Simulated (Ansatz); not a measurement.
Computed with Ansatz 0.2.0, DFT PBE, scalar-relativistic, plane waves, PAW. Settings: cutoff 420 eV, Γ-centred meshes spaced at most about 0.3 Å⁻¹, and about 0.25 Å⁻¹ or finer for metals (2π included), Gaussian smearing. Collinear spin in cells that started with moments and kept them past the coarse steps, no spin elsewhere.

Each of these unrelaxed guesses is relaxed in cell and atoms within its symmetry. A guess keeps its type if space group and coordination stay and the shape of the cell changes little (axis ratios within about 15 %, angles within 6°); the volume may change.

1. Zn4C

```
CELL_PARAMETERS angstrom
4.44255 0.00000 0.00000
0.00000 4.44255 0.00000
0.00000 0.00000 4.44255
ATOMIC_POSITIONS crystal
Zn 0.24378 0.75622 0.75622
Zn 0.75622 0.24378 0.75622
Zn 0.75622 0.75622 0.24378
Zn 0.24378 0.24378 0.24378
C 0.00000 0.00000 0.00000
```

2. Sr2ZrO3 (collinear spin from parallel moments)

```
CELL_PARAMETERS angstrom
2.73619 1.57974 3.85050
-2.73619 1.57974 3.85050
0.00000 -3.15948 3.85050
ATOMIC_POSITIONS crystal
Sr 0.62980 0.62980 0.62980
Sr 0.37020 0.37020 0.37020
Zr 0.00000 0.00000 0.00000
O 0.00000 0.00000 0.50000
O 0.50000 0.00000 0.00000
O 0.00000 0.50000 0.00000
```

**Question.** Which keep their type?

**Answer.** Guess 1 keeps its type.

| guess | kept | start group | end group | V start (Å³/atom) | V end | b/a and c/a, end over start | nearest neighbours start | nearest neighbours end |
| --- | --- | --- | --- | --- | --- | --- | --- | --- |
| 1 | yes | P-43m | P-43m | 17.5 | 14.7 | 1.00, 1.00 | C 4, Zn 1 | C 4, Zn 1 |
| 2 | no | R-3m | R-3m | 16.6 | 16.4 | 1.00, 0.73 | O 8, Sr 13, Zr 6 | O 4, Sr 3, Zr 6 |

Neighbours count within 15 % of an atom's shortest distance; end groups are read at 0.02 Å (0.05 Å in metals).

Another magnetic order may lie lower. Cells relaxed within their symmetry can be saddle points.
